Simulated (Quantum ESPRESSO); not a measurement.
AlHf4ZrGa2, input and log of a self-consistent run

Computed values, not a measurement. The program is pw.x of Quantum ESPRESSO 7.5 (plane-wave density functional theory). The cell is made up: eight metal atoms on a hexagonal close-packed lattice, with elements, volume, strain and displacements drawn at random and not relaxed, so it may be unstable or far from any real phase. PseudoDojo standard norm-conserving files set the functional (PBE unless stated); there is no spin polarisation or spin-orbit coupling, the Fermi-Dirac width of 0.25 eV means electrons at about 2900 K, and the masses in the input are unused placeholders. Heavy elements are run without spin-orbit coupling, which real alloys of them have. A spin test at this wide smearing found no moment, but such smearing suppresses magnetism that the real alloy may have.

Input:

```
&control calculation='scf', pseudo_dir='./dojo.nc.sr.pbe.v0_5.standard.upf', outdir='./o', disk_io='minimal', tprnfor=.true., tstress=.true. /
&system ibrav=0, nat=8, ntyp=4, nbnd=59, ecutwfc=87.97787729, nosym=.true., tot_charge=0,
 occupations='smearing', smearing='fd', degauss=0.0183746611
/
&electrons conv_thr=1.470e-08, electron_maxstep=70, mixing_beta=0.5 /
ATOMIC_SPECIES
Al 1.0 Al.upf
Ga 1.0 Ga.upf
Hf 1.0 Hf.upf
Zr 1.0 Zr.upf
CELL_PARAMETERS angstrom
4.5962 -2.6472 -0.0494
-3.0494 -0.0679 -5.0262
3.0759 5.3147 0.0557
ATOMIC_POSITIONS angstrom
Al 0.0246 -0.0241 0.0858
Hf 1.5819 2.6496 0.0301
Hf -0.0333 1.7046 -2.5669
Zr 1.623 4.3924 -2.5038
Hf 3.0355 -0.0577 -0.0246
Hf 4.6354 2.6413 0.0408
Ga 1.5692 -0.9052 -2.5432
Ga 3.0351 1.7522 -2.4069
K_POINTS automatic
5 5 4 1 1 1
```

The log is shortened where brackets say so; the opening notice, blank lines, dates and the lines on written files are dropped, and the path of the files is cut. It prints rydbergs, bohrs and kilobars, and counts compression as positive stress. Its total energy is the free energy E - TS of the whole cell.

```
     Program PWSCF v.7.5
     Parallel version (MPI & OpenMP), running on       4 processor cores
     Number of MPI processes:                 4
     Threads/MPI process:                     1
     [start-up lines left out]
     bravais-lattice index     =            0
     lattice parameter (alat)  =      10.0236  a.u.
     unit-cell volume          =    1106.9046 (a.u.)^3
     number of atoms/cell      =            8
     number of atomic types    =            4
     number of electrons       =        89.00
     number of Kohn-Sham states=           59
     kinetic-energy cutoff     =      87.9779  Ry
     charge density cutoff     =     351.9115  Ry
     scf convergence threshold =      1.5E-08
     mixing beta               =       0.5000
     number of iterations used =            8  plain     mixing
     Exchange-correlation= PBE
                           (   1   4   3   4   0   0   0)
     [axes and pseudopotential details left out]
   Cartesian axes
     site n.     atom                  positions (alat units)
         1        Al     tau(   1) = (   0.0046378  -0.0045435   0.0161757  )
         2        Hf     tau(   2) = (   0.2982320   0.4995231   0.0056747  )
         3        Hf     tau(   3) = (  -0.0062780   0.3213644  -0.4839319  )
         4        Zr     tau(   4) = (   0.3059805   0.8280893  -0.4720358  )
         5        Hf     tau(   5) = (   0.5722760  -0.0108781  -0.0046378  )
         6        Hf     tau(   6) = (   0.8739015   0.4979583   0.0076919  )
         7        Ga     tau(   7) = (   0.2958377  -0.1706553  -0.4794638  )
         8        Ga     tau(   8) = (   0.5722006   0.3303383  -0.4537674  )
     number of k points=    50  Fermi-Dirac smearing, width (Ry)=  0.0184
                       cart. coord. in units 2pi/alat
        k(    1) = (   0.1397686   0.0458641  -0.1909495), wk =   0.0400000
        k(    2) = (   0.2473081   0.2338445  -0.2587333), wk =   0.0400000
     [further k points left out]
     Dense  grid:   123413 G-vectors     FFT dimensions: (  60,  72,  72)
     Estimated max dynamical RAM per process >     396.27 MB
     Estimated total dynamical RAM >       1.46 GB
     Initial potential from superposition of free atoms
     starting charge      88.9824, renormalised to      89.0000
     Starting wfcs are   72 randomized atomic wfcs
     total cpu time spent up to now is        5.1 secs
     per-process dynamical memory:   303.0 Mb
     Self-consistent Calculation
     iteration #  1     ecut=    87.98 Ry     beta= 0.50
     Davidson diagonalization with overlap
     ethr =  1.00E-02,  avg # of iterations =  2.2
     Threshold (ethr) on eigenvalues was too large:
     Diagonalizing with lowered threshold
     Davidson diagonalization with overlap
     ethr =  2.57E-04,  avg # of iterations =  5.2
     total cpu time spent up to now is       24.9 secs
     total energy              =    -863.18027391 Ry
     estimated scf accuracy    <       0.24500080 Ry
     iteration #  2     ecut=    87.98 Ry     beta= 0.50
     Davidson diagonalization with overlap
     ethr =  2.75E-04,  avg # of iterations =  3.9
     total cpu time spent up to now is       34.7 secs
     total energy              =    -863.17207252 Ry
     estimated scf accuracy    <       0.40103906 Ry
     iteration #  3     ecut=    87.98 Ry     beta= 0.50
     Davidson diagonalization with overlap
     ethr =  2.75E-04,  avg # of iterations =  2.1
     total cpu time spent up to now is       43.1 secs
     total energy              =    -863.22923699 Ry
     estimated scf accuracy    <       0.10816160 Ry
     iteration #  4     ecut=    87.98 Ry     beta= 0.50
     Davidson diagonalization with overlap
     ethr =  1.22E-04,  avg # of iterations =  2.0
     total cpu time spent up to now is       51.1 secs
     total energy              =    -863.24408394 Ry
     estimated scf accuracy    <       0.01206459 Ry
     iteration #  5     ecut=    87.98 Ry     beta= 0.50
     Davidson diagonalization with overlap
     ethr =  1.36E-05,  avg # of iterations =  7.1
     total cpu time spent up to now is       61.3 secs
     total energy              =    -863.24546076 Ry
     estimated scf accuracy    <       0.00446513 Ry
     [iterations 6 to 8 left out]
     iteration #  9     ecut=    87.98 Ry     beta= 0.50
     Davidson diagonalization with overlap
     ethr =  4.07E-08,  avg # of iterations =  4.2
     total cpu time spent up to now is       97.7 secs
     total energy              =    -863.24626531 Ry
     estimated scf accuracy    <       0.00000307 Ry
     iteration # 10     ecut=    87.98 Ry     beta= 0.50
     Davidson diagonalization with overlap
     ethr =  3.45E-09,  avg # of iterations =  5.1
     total cpu time spent up to now is      108.0 secs
     total energy              =    -863.24626610 Ry
     estimated scf accuracy    <       0.00000211 Ry
     iteration # 11     ecut=    87.98 Ry     beta= 0.50
     Davidson diagonalization with overlap
     ethr =  2.37E-09,  avg # of iterations =  2.0
     total cpu time spent up to now is      116.1 secs
     total energy              =    -863.24626641 Ry
     estimated scf accuracy    <       0.00000028 Ry
     iteration # 12     ecut=    87.98 Ry     beta= 0.50
     Davidson diagonalization with overlap
     ethr =  3.11E-10,  avg # of iterations =  2.1
     total cpu time spent up to now is      124.5 secs
     total energy              =    -863.24626645 Ry
     estimated scf accuracy    <       0.00000003 Ry
     iteration # 13     ecut=    87.98 Ry     beta= 0.50
     Davidson diagonalization with overlap
     ethr =  3.69E-11,  avg # of iterations =  4.5
     total cpu time spent up to now is      134.1 secs
     End of self-consistent calculation
     [lines on levels left out]
!    total energy              =    -863.24626645 Ry
     estimated scf accuracy    <       0.00000001 Ry
     smearing contrib. (-TS)   =      -0.10477042 Ry
     internal energy E=F+TS    =    -863.14149603 Ry
     The total energy is F=E-TS. E is the sum of the following terms:
     one-electron contribution =    -241.66672469 Ry
     hartree contribution      =     168.67673629 Ry
     xc contribution           =    -220.02452896 Ry
     ewald contribution        =    -570.12697866 Ry
     convergence has been achieved in  13 iterations
     Forces acting on atoms (cartesian axes, Ry/au):
     atom    1 type  1   force =    -0.00566028    0.00231510   -0.01687908
     atom    2 type  3   force =    -0.01520620   -0.00457114    0.03348267
     atom    3 type  3   force =     0.04147229   -0.00216108    0.03871913
     atom    4 type  4   force =    -0.01665868   -0.01155783    0.01581236
     atom    5 type  3   force =     0.01007929    0.00743420   -0.01737710
     atom    6 type  3   force =    -0.00447327    0.00702216   -0.03677948
     atom    7 type  2   force =    -0.00938429    0.00285724   -0.00541802
     atom    8 type  2   force =    -0.00016886   -0.00133864   -0.01156048
     Total force =     0.087877     Total SCF correction =     0.000490
     Computing stress (Cartesian axis) and pressure
          total   stress  (Ry/bohr**3)                   (kbar)     P=      -13.42
  -0.00011147   0.00008340  -0.00001617          -16.40       12.27       -2.38
   0.00008340  -0.00002903  -0.00006909           12.27       -4.27      -10.16
  -0.00001617  -0.00006909  -0.00013326           -2.38      -10.16      -19.60
     init_run     :      4.86s CPU      5.05s WALL (       1 calls)
     electrons    :    128.32s CPU    129.03s WALL (       1 calls)
     forces       :      1.87s CPU      1.89s WALL (       1 calls)
     stress       :      6.55s CPU      6.70s WALL (       1 calls)
     [timing details left out]
     PWSCF        :   2m21.67s CPU   2m22.76s WALL
     JOB DONE.
```

In other units: free energy -11745.064 eV for the cell, pressure -1.34 GPa, largest force component 1.066 eV/Å in size. The run took 144 s of wall time with four MPI processes on a shared machine (AMD EPYC, Zen 5, virtual cores), so the time is rough. A rerun of this cell at a higher cutoff and on a denser mesh moved values by no more than 0.005 eV in energy, 0.03 GPa in stress and 0.008 eV/Å in force, and a second program with other atomic files agreed on that cell to 2 % rms in force and 0.5 GPa in pressure.